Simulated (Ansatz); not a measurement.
In DFT-PBE in the program Ansatz with PAW potentials, V in the diamond structure (Fd-3m) relaxes to a = 5.468 Å. V has 4 nearest neighbours from 2.37 Å (tetrahedral).

Electronic character: metallic (no gap). The magnetic state found is ferromagnetic. The net moment is 1.90 μB per atom.

The bulk modulus is 59.4 GPa.

The start of the workflow was typed in or built on a structure type; neither database checked (COD, Materials Project) lists it. It is not the phase usual at ambient conditions (space group No. 229). The PBE relaxation kept the symmetry of its start; its stability against distortions is not shown here. The final state is ferromagnetic, chosen from 4 collinear starts compared on coarse meshes (ties went to the first, and starts can fall back to one state), not a proven ground state.

Potentials: the earlier of the program's two PAW sets.
